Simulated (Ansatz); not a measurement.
Cs:
```
CELL_PARAMETERS angstrom
     -3.00578     3.00578     3.00578
      3.00578    -3.00578     3.00578
      3.00578     3.00578    -3.00578
ATOMIC_POSITIONS crystal
  Cs 0.00000 0.00000 0.00000
```

Relaxed with PBEsol. Special points in fractions of this cell's reciprocal vectors: Γ (0.000, 0.000, 0.000); H (0.500, -0.500, 0.500); N (0.000, 0.000, 0.500); P (0.250, 0.250, 0.250).

Q: List the band energies nearest the Fermi level at these points for PBEsol in the plane-wave PAW code Ansatz.

A: In eV from the Fermi level; about four levels below and three above (degenerate sets whole), none deeper than 8.9 eV; points with the same levels are listed once.

```tsv
k	below	above
Γ	-1.75	2.53 2.53 2.53
H	–	0.61 0.61 3.12 3.12 3.12
N	–	0.01 0.93 1.64
P	–	1.00 1.00 1.00
```

Space group Im-3m (bcc (W type)). The cell was relaxed with PBEsol under the symmetry of its start. Spin–orbit coupling is left out wherever it is not named.

Potentials: the earlier of the program's two PAW sets. The files were generated under PBE; for other functionals the program regenerates the frozen cores, and for LDA and PBEsol the local potential too.
